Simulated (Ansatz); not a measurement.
Cs:
```xyz
2
Lattice="-2.5115 2.5115 9.0938 2.5115 -2.5115 9.0938 2.5115 2.5115 -9.0938" Properties=species:S:1:pos:R:3 pbc="T T T"
Cs     2.5115     0.0000     4.5469
Cs     0.0000     0.0000     9.0938
```

This is the PBEsol-relaxed structure.

### Question
All from plane-wave PAW PBEsol (Ansatz code), unless another level is named. Give the density of states at the Fermi level.

### Answer
1.1 states/eV per atom (mean over ±0.08 eV).

### Question
Give the gap with spin–orbit coupling.

### Answer
none (metallic).

Space group I4_1/amd. The first step of the workflow began from a Materials Project structure, measured or hypothetical; the Crystallography Open Database copy checked does not list it. It is not the phase usual at ambient conditions (space group No. 229). Symmetry was held in the PBEsol relaxation; of distortions, only those at the zone centre were tested. Scalar-relativistic: spin–orbit coupling is off unless named, which matters more the heavier the elements.

Potentials: the earlier of the program's two PAW sets.
